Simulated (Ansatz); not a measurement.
An Ansatz (a first-principles code) run. Input:

Ansatz 0.2 input:
```yaml
crystal:
  lattice:
    - [4.5704270345, 1.2553415326, 0.0]
    - [-4.5704270345, 1.2553415326, 0.0]
    - [-0.5011677969, 0.0, 4.0979180047]
  atoms:
    - { symbol: C, position: [0.4427768784, 0.5572231216, 0.1205978918] }
    - { symbol: C, position: [0.2286058047, 0.7713941953, 0.5852768723] }
    - { symbol: C, position: [0.2857722137, 0.7142277863, 0.940707321] }
    - { symbol: C, position: [0.058188807, 0.941811193, 0.6534926744] }
    - { symbol: C, position: [0.5572231216, 0.4427768784, 0.8794021082] }
    - { symbol: C, position: [0.7713941953, 0.2286058047, 0.4147231277] }
    - { symbol: C, position: [0.7142277863, 0.2857722137, 0.059292679] }
    - { symbol: C, position: [0.941811193, 0.058188807, 0.3465073256] }
kpoints:
  mp_grid: { grid: [7, 7, 4] }
hamiltonian:
  xc: hse06
  pseudopotentials: { azcp: { folder: ./paw }, kind: paw }
scf:
  n_extra_bands: 8
  occupations: { method: fixed }
output:
  eigenvalues: true
  eigenstates:
    e_range: [-9.0, 13.1]
    kpoints:
      - [0.0, 0.0, 0.0]  # VBM
      - [0.5, 0.5, 0.5]  # CBM
      - [0.0, 0.0, 0.0]  # GAMMA
      - [-0.5, 0.5, 0.0]  # Y_2
      - [0.0, 0.0, 0.5]  # A
      - [-0.5, 0.5, 0.5]  # M_2
      - [0.0, 0.5, 0.0]  # V_2
      - [0.0, 0.5, 0.5]  # L_2
      - [0.2691424631, 0.2691424631, 0.0]  # C
      - [-0.2691424631, 0.7308575369, 0.0]  # C_2
      - [-0.2639973651, 0.7360026349, 0.5]  # D
      - [0.2639973651, 0.2639973651, 0.5]  # D_2
```

Output (shortened):

```
Pseudopotential: C, paw, valence charge 4
Functional definition: HSE06
davidson cushion auto → on  (no smearing: the cushion is to keep the highest requested band from converging to the state above it …
Crystal: 8 atoms, lattice volume = 47.023 Å³
Basis set: ecut = 420 eV, 903 PW (Γ)
Bands: 24, of which v1, the nominal top of the filled ones, is band 16 counted from 1 (15 counted from 0)
Symmetry: 4 space group operations
Space group: C2/m (ITA 12), of the structure as read, at distance tolerance 3.6e-5 Å
k-points: 60 of 196
SCF iter   1: F=—  HF=-2007.599737 eV  |F-HF|=—  |Δ(HF+E_count)|=         —  Δρ=1.37e-1  dr2=6.81e0  ethr=1.00e-1  ⟨swp⟩=4.3  Hψ=5377  notcnv=0
preconditioner: auto → none
SCF iter   2: F=—  HF=-2005.356931 eV  |F-HF|=—  |Δ(HF+E_count)|=    2.24e0  Δρ=5.47e-2  dr2=8.85e-1  ethr=2.13e-2  ⟨swp⟩=3.1  Hψ=3573  notcnv=0  defer=1
SCF iter   3: F=—  HF=-2005.193355 eV  |F-HF|=—  |Δ(HF+E_count)|=   1.64e-1  Δρ=1.50e-2  dr2=1.57e-1  ethr=2.77e-3  ⟨swp⟩=3.1  Hψ=3807  notcnv=0
iter 4 solved again at ethr=1.50e-5 eV; its pass at ethr=4.91e-4 eV (dr2=4.80e-3 eV) is discarded
SCF iter   4: F=—  HF=-2005.151127 eV  |F-HF|=—  |Δ(HF+E_count)|=   4.22e-2  Δρ=4.53e-3  dr2=4.85e-3  ethr=1.50e-5  ⟨swp⟩=3.2  Hψ=7406  notcnv=0  defer=1
SCF iter   5: F=-2005.151583 eV  HF=-2005.151849 eV  |F-HF|=2.67e-4  |Δ(HF+E_count)|=   7.23e-4  Δρ=1.27e-3  dr2=5.74e-4  ethr=1.50e-5  ⟨swp⟩=3.2  Hψ=3770  notcnv=0
SCF 1 stopped early in 5 iterations: F = -2005.151583 eV  dr2 = 5.74e-4
Crystal: 8 atoms, lattice volume = 47.023 Å³
Exchange kernel: α = 0.2500, screened, ω = 0.2079 Å⁻¹, Wigner–Seitz truncation, v(0) = 1041.8588 eV·Å³, q-mesh 7×7×4, nearest image of the exchange supercell L …
Frozen-core exchange: fock
SCF iter   1: F=—  HF=-2005.668833 eV  |F-HF|=—  |Δ(HF+E_count)|=         —  Δρ=1.06e-2  dr2=2.27e-2  ethr=1.79e-5  ⟨swp⟩=6.9  Hψ=6934  notcnv=0
preconditioner: auto → none
SCF iter   2: F=—  HF=-2005.659074 eV  |F-HF|=—  |Δ(HF+E_count)|=   9.76e-3  Δρ=3.00e-3  dr2=1.97e-3  ethr=1.79e-5  ⟨swp⟩=3.2  Hψ=4635  notcnv=0
SCF iter   3: F=—  HF=-2005.666636 eV  |F-HF|=—  |Δ(HF+E_count)|=   7.56e-3  Δρ=7.51e-4  dr2=1.19e-4  ethr=4.83e-6  ⟨swp⟩=3.9  Hψ=4592  notcnv=0
SCF iter   4: F=—  HF=-2005.666599 eV  |F-HF|=—  |Δ(HF+E_count)|=   3.72e-5  Δρ=1.24e-4  dr2=1.30e-5  ethr=3.51e-7  ⟨swp⟩=3.1  Hψ=4010  notcnv=0
SCF iter   5: F=-2005.666683 eV  HF=-2005.666689 eV  |F-HF|=6.42e-6  |Δ(HF+E_count)|=   9.00e-5  Δρ=1.47e-4  dr2=8.55e-6  ethr=1.61e-8  ⟨swp⟩=4.8  Hψ=5239  notcnv=0  defer=2
SCF 2 stopped early in 5 iterations: F = -2005.666683 eV  dr2 = 8.55e-6
hybrid outer 1: dexx = +8.918e-3 eV, tail = 5.41e-5 eV
Crystal: 8 atoms, lattice volume = 47.023 Å³
Exchange kernel: α = 0.2500, screened, ω = 0.2079 Å⁻¹, Wigner–Seitz truncation, v(0) = 1041.8588 eV·Å³, q-mesh 7×7×4, nearest image of the exchange supercell L …
Frozen-core exchange: fock
SCF iter   1: F=—  HF=-2005.666728 eV  |F-HF|=—  |Δ(HF+E_count)|=         —  Δρ=7.89e-5  dr2=2.18e-6  ethr=8.45e-7  ⟨swp⟩=2.9  Hψ=3267  notcnv=0
preconditioner: auto → none
iter 2 solved again at ethr=1.54e-10 eV; its pass at ethr=4.84e-9 eV (dr2=4.93e-8 eV) is discarded
SCF iter   2: F=—  HF=-2005.666729 eV  |F-HF|=—  |Δ(HF+E_count)|=   1.36e-7  Δρ=2.07e-5  dr2=1.37e-7  ethr=1.54e-10  ⟨swp⟩=2.7  Hψ=8111  notcnv=0
SCF iter   3: F=-2005.666729 eV  HF=-2005.666729 eV  |F-HF|=8.00e-8  |Δ(HF+E_count)|=   6.75e-7  Δρ=1.41e-5  dr2=9.73e-8  ethr=1.54e-10  ⟨swp⟩=5.2  Hψ=5155  notcnv=0  defer=9
SCF 3 converged in 3 iterations: F = -2005.666729 eV  dr2 = 9.73e-8
hybrid outer 2: dexx = +9.565e-7 eV, tail = 2.15e-7 eV, Δε = 3.04e-3 eV (about 2.24e-4 eV left of the loop's levels)
NSCF: frozen V_eff on 12 k-points
hybrid SCF converged: 2 outer / 8 inner (+5 warm-up), last move |dexx| = 9.57e-7 eV, tail = 2.15e-7 eV
Stability not checked (fock_operator)
Free energy (F): -2005.666729 eV
Frozen-core exchange: fock
Harris-Foulkes:  -2005.666729 eV  (|F-HF|=8.00e-8)
Internal energy: -2005.666729 eV  (E = F + TS)
E sigma→0 (E₀):  -2005.666729 eV
Fermi energy:    11.851441 eV
--- Per-component energies (eV) ---
  E_band       = 73.155218
  E_kinetic    = 717.976686
  E_local      = -534.276362  (includes V_loc(G=0)·N_el)
  E_nonlocal   = 180.149001
  E_hartree    = 143.814119
  E_xc         = -309.471674
  E_vxc        = -378.254319  (∫ρ·V_xc dr)
  E_exx        = -73.086649  (= α·E_x^exact, valence–valence)
  E_paw        = -798.521130  (= ΣΔE_a)
  E_vpaw       = -53.896493  (= ΣTr[D̂ρ^β])
  E_aug_tail   = 0.000165  (compensation charges beyond the density's cutoff)
  E_ewald      = -1332.113140
  E_core_change = -0.137746  (= ΣΔE_core)
  E_smearing   =  0.000000  (= −TS)
  E_closure    = 0.000000  (closes the sum)
  Σ components = -2005.666729   (vs F -2005.666729, Δ=-2.27e-13)
  [band-id]    e_kinetic+e_local+e_nonlocal+2·e_hartree+e_vxc+2·e_exx+e_vpaw+e_augmentation_tail = 73.153618   (vs E_band 73.155218, Δ=-1.60e-3)
--- Band table (eV; the first three rows and the last of 60) ---
  k-point 0: bands = ["-11.5288", "-6.1194", "-5.9133", "-4.2100", "-1.4293", "0.2559", "1.6649", "3.3417", "5.2648", "5.7492", "7.3238", "9.4289", "10.2636", "11.1868", "11.6214", "11.8514", "17.5197", "18.2082", "18.9419", "20.2393", "21.0128", "21.7230", "22.2198", "22.7584"]
  k-point 1: bands = ["-11.1005", "-7.6699", "-5.5889", "-3.8556", "-1.6459", "0.7549", "1.4740", "4.0532", "6.1353", "7.4083", "7.5526", "8.4232", "9.5215", "10.2309", "10.8437", "10.8790", "17.7615", "18.8437", "20.1382", "20.2380", "20.3374", "21.2794", "22.1266", "23.9790"]
  k-point 2: bands = ["-10.1710", "-9.2934", "-4.9419", "-4.2280", "-1.4248", "-0.8349", "4.5064", "5.3590", "6.8138", "6.9253", "7.4026", "7.5903", "9.0817", "9.7459", "9.9313", "9.9332", "18.0031", "19.1685", "20.0708", "20.3318", "20.5705", "22.5557", "22.8722", "22.9297"]
  k-point 59: bands = ["-10.4488", "-8.6927", "-5.9467", "-4.7015", "-0.4697", "2.4200", "2.6046", "5.2324", "5.6196", "5.8758", "7.8132", "8.4532", "8.6780", "9.0535", "9.4719", "10.9578", "17.0262", "19.1090", "19.7553", "21.0195", "21.1947", "21.6364", "22.0563", "22.4847"]
```

Cost: about 3 core-minutes (a rough figure) on shared cores.

The points marked VBM and CBM come from a semilocal run.

The start of the workflow was typed in or built on a structure type; the Crystallography Open Database copy checked does not list it. It is not the phase usual at ambient conditions (space group No. 194, 227). The cell was relaxed with PBEsol under the symmetry of its start; whether a distortion lowers the energy is not shown.

Potentials: the earlier of the program's two PAW sets. The files were generated under PBE; for other functionals the program regenerates the frozen cores, and for LDA and PBEsol the local potential too.

Ansatz is a plane-wave DFT program.
